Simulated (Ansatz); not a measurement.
Here is the system:

SnC:
```cif
data_C4Sn4
_chemical_formula_sum 'Sn4 C4'
_space_group_name_H-M_alt 'F-43m'
_space_group_IT_number 216
_space_group_name_Hall 'F -4 2 3'
_cell_length_a 5.08768
_cell_length_b 5.08768
_cell_length_c 5.08768
_cell_angle_alpha 90.000
_cell_angle_beta 90.000
_cell_angle_gamma 90.000
loop_
_atom_site_label
_atom_site_type_symbol
_atom_site_symmetry_multiplicity
_atom_site_Wyckoff_symbol
_atom_site_fract_x
_atom_site_fract_y
_atom_site_fract_z
_atom_site_occupancy
Sn1 Sn 4 a 0.00000 0.00000 0.00000 1
C1 C 4 d 0.75000 0.75000 0.75000 1
```
(The calculation used a cell of 2 atoms; values per cell refer to that cell.)

This is the PBE-relaxed structure.

Q: All from the program Ansatz at the PBE level (PAW), unless another level is named. Give the band gap.

A: 0.62 eV (direct).

Q: Give the formation energy from the elements (no fitted shifts).

A: 821 meV/atom.

Q: What about the electron effective mass with spin–orbit coupling?

A: 0.062 mₑ (isotropic).

Q: Give the electron effective mass.

A: 0.061 mₑ (isotropic).

The start of the workflow was typed in or built on a structure type; neither database checked (COD, Materials Project) lists it. Its standing as an ambient phase is unchecked. The cell was relaxed with PBE under the symmetry of its start; whether a distortion lowers the energy is not shown. Its formation energy is positive at this level, so the cell may be metastable or incomplete. The references are the lowest solids computed at this level, not always the standard phases. Scalar-relativistic: spin–orbit coupling is off unless named, which matters more the heavier the elements.

Potentials: the earlier of the program's two PAW sets.
